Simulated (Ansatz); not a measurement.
ZnNi:
```
ZnNi
1.0
    2.68764     0.00000     0.00000
    0.00000     2.68764     0.00000
    0.00000     0.00000     3.20118
Zn Ni
1 1
Direct
  0.50000   0.50000   0.50000
  0.00000   0.00000   0.00000
```

Relaxed with r²SCAN.

Question: Map the electron localisation function on the plane through (0.500, 0.500, 0.500) spanned by u = [1, 0, 0] and v = [0, 1, 1] in lattice vectors, from DFT-r²SCAN in the program Ansatz with PAW potentials.

Answer: x is the fraction of u, y of v (the angle between them is 90°; rows are the nearest grid lines); atoms in the plane: Zn at (0.00, 0.00), Ni at (0.50, 0.50).
```
|00001223432210000|
|00001223432210000|
|00012233433221000|
|11122334443322111|
|22223334443332222|
|23333332223333332|
|33332222222223333|
|44322233333222344|
|44222345554322244|
|43223457775432234|
|43223469996432234|
|43223469996432234|
|43223457775432234|
|44222345554322244|
|44322233333222344|
|33332222222223333|
|23333332223333332|
|22223334443332222|
|11122334443322111|
|00012233433221000|
|00001223432210000|
|00001223432210000|
```
Scale: ten equal steps from 0.000 (start of '0') to 0.699 (end of '9'), in the order '0123456789'; x runs from 0.000 to 1.00, y from 0.000 (bottom) to 1.00 (top).

The density is the valence pseudo-density with augmentation charge, so density and ELF within about 1 Å of a nucleus are not all-electron values.

Space group P4/mmm (L1₀ or tetragonal B2). The workflow started from an entry of the Crystallography Open Database (COD), which files this formula under 3 space groups. Its standing as an ambient phase is unchecked. Symmetry was held in the r²SCAN relaxation; whether a distortion lowers the energy is not shown. The workflow began spin-polarised and lost its moments. The cell computed holds one magnetic atom, so no antiferromagnetic order was within reach.

Potentials: the later of the program's two PAW sets.
